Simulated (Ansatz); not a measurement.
Independent-particle absorption of Bi₂Te₂Se (R-3m, a = 4.325 Å, b = 4.325 Å, c = 31.778 Å, α = 90.00°, β = 90.00°, γ = 120.00°), no local fields or excitons, 0.1 eV broadening. The calculation used Ansatz, DFT r2SCAN, scalar-relativistic, plane waves, PAW.

Cutoff 500 eV; k points 6×6×6 on the computed 5-atom cell (Γ-centred); Gaussian smearing, width 0.02 eV; no spin polarisation. The spectrum is summed on a 9×9×9 mesh.

```
CELL_PARAMETERS angstrom
2.16255 1.24855 10.59262
-2.16255 1.24855 10.59262
0.00000 -2.49710 10.59262
ATOMIC_POSITIONS crystal
Bi 0.60818 0.60818 0.60818
Bi 0.39182 0.39182 0.39182
Te 0.21974 0.21974 0.21974
Te 0.78026 0.78026 0.78026
Se 0.00000 0.00000 0.00000
```

| photon energy (eV) | ε2,zz |
| --- | --- |
| 0.0 | 0.00 |
| 0.2 | 0.00 |
| 0.6 | 0.01 |
| 0.8 | 0.39 |
| 1.2 | 1.37 |
| 1.4 | 3.51 |
| 1.6 | 5.22 |
| 2.0 | 11.52 |
| 2.2 | 17.08 |
| 2.6 | 36.03 |
| 2.8 | 53.09 |
| 3.0 | 42.40 |
| 3.4 | 26.49 |
| 3.6 | 18.05 |
| 4.0 | 8.17 |
| 4.2 | 5.25 |
| 4.4 | 4.00 |
| 4.8 | 2.36 |
| 5.0 | 1.66 |
| 5.4 | 1.21 |
| 5.6 | 1.22 |
| 5.8 | 1.36 |
| 6.2 | 1.27 |
| 6.4 | 1.29 |
| 6.8 | 1.84 |
| 7.0 | 2.33 |
| 7.2 | 3.01 |
| 7.6 | 5.00 |
| 7.8 | 4.94 |
| 8.2 | 6.23 |
| 8.4 | 5.49 |
| 8.6 | 4.95 |
| 9.0 | 2.80 |
| 9.2 | 2.68 |
| 9.6 | 2.19 |
| 9.8 | 1.97 |

The strongest peak lies near 2.8 eV. ε∞ (xx, yy, zz) = 20.6, 20.6, 17.3.

Cost: 1 run of about 11 core-minutes, on Intel Xeon Processor @ 2.70GHz (shared hosts).